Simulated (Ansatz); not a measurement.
Polymorphs of AlP, each relaxed with PBE in the plane-wave PAW code Ansatz:

A: P6_222
a = b = 3.851 Å, c = 8.689 Å, α = β = 90.00°, γ = 120.00°

| atom | site | symmetry | x | y | z |
|---|---|---|---|---|---|
| Al | 3d | 222 | 0.5000 | 0.0000 | 0.5000 |
| P | 3c | 222 | 0.5000 | 0.0000 | 0.0000 |

B: NiAs type (P6_3/mmc)
a = b = 3.604 Å, c = 5.776 Å, α = β = 90.00°, γ = 120.00°

```csv
atom,site,symmetry,x,y,z
Al,2a,-3m.,0.0000,0.0000,0.0000
P,2c,-6m2,0.3333,0.6667,0.2500
```

C: CsCl type (Pm-3m)
a = 3.119 Å, b = 3.119 Å, c = 3.119 Å, α = 90.00°, β = 90.00°, γ = 90.00°

| atom | site | symmetry | x | y | z |
|---|---|---|---|---|---|
| Al | 1a | m-3m | 0.0000 | 0.0000 | 0.0000 |
| P | 1b | m-3m | 0.5000 | 0.5000 | 0.5000 |

Task: Order them by energy per atom at 0 K (lowest first) at the level PBE.

Result: A (+0 meV/atom), B (+40 meV/atom), C (+533 meV/atom)

Task: Give each one's gap.

Result: A 0.95 eV; B no gap; C no gap.

Typed or built starts, not in the databases checked: A; B; C. Not the usual ambient phase: A; B; C. All cells were relaxed under the symmetry of their starts (and spin orders); stability against distortions was not tested throughout.

Energies hold the estimated change up to a 700 eV cutoff; steps of a few meV lie near the error of the meshes.

Potentials: the earlier of the program's two PAW sets.
